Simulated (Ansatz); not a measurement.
Here is the system:

KI:
```
CELL_PARAMETERS angstrom
      0.00000     3.59117     3.59117
      3.59117     0.00000     3.59117
      3.59117     3.59117     0.00000
ATOMIC_POSITIONS crystal
  K  0.00000 0.00000 0.00000
  I  0.50000 0.50000 0.50000
```

This is the PBE-relaxed structure.

Q: All from DFT-PBE in the program Ansatz with PAW potentials, unless another level is named. Estimate the hole effective mass, band 2 of 3 at the edge.

A: 2.8 along [100], 2.7 along [110], 2.7 along [111] (mₑ).

Q: Next, the hole effective mass with spin–orbit coupling, band 1 of 2 at the edge?

A: 2.5 along [100], 2.5 along [110], 2.5 along [111] (mₑ).

Q: Next, the gap with spin–orbit coupling?

A: 3.54 eV.

Q: Predict the valence-band maximum.

A: at Γ.

Q: What about the weight of the conduction-edge state by species (Voronoi cells)?

A: K 57 %, I 43 %.

Space group Fm-3m (rock salt). The cell was relaxed with PBE under the symmetry of its start; phonons on a q-mesh show no instability. Scalar-relativistic: spin–orbit coupling is off unless named, which matters more the heavier the elements.

Potentials: the later of the program's two PAW sets.
